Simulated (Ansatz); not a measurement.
A crystal relaxed with r2SCAN in the plane-wave code Ansatz has space group P4mm (No. 99) and a = 3.972 Å, c = 4.113 Å.

| atom | site | x | y | z |
| --- | --- | --- | --- | --- |
| Ba | 1b | 0.5000 | 0.5000 | 0.5850 |
| Xx | 1a | 0.0000 | 0.0000 | 0.1032 |
| O | 2c | 0.0000 | 0.5000 | 0.0629 |
| O | 1a | 0.0000 | 0.0000 | 0.5460 |

The r2SCAN gap is indirect, 2.23 eV (A to Γ), below the direct gap of 2.70 eV at Γ. With HSE06 the valence top lies at A and the conduction bottom at Γ, 3.31 eV higher; the smallest vertical gap, at Γ, is 3.77 eV. Meshes: r2SCAN 6×6×6, HSE06 4×4×4. r2SCAN's ε∞ is 5.7 along x and y, 5.0 along z.

Q: Which element is Xx?
A. Ti
B. Sn
C. Zr
D. Hf

A: A. Xx is Ti: tetragonal BaTiO₃ (relaxed group P4mm). Ba is surrounded by 12 O at 2.79–2.93 Å; Ti is surrounded by 6 O at 1.82–2.29 Å; O is surrounded by 2 Ti at 1.99 Å and 4 Ba at 2.79–2.93 Å; O is surrounded by 2 Ti at 1.82–2.29 Å and 4 Ba at 2.81 Å.

The values are computed, spin-unpolarised, and not measurements.

The runs are scalar-relativistic, without spin-orbit coupling.

The meshes of the hybrids are coarse, so their gaps aren't converged to the digits shown.

For a response run the program warns that the ground state's bands aren't all converged, so ε∞ carries an extra error.
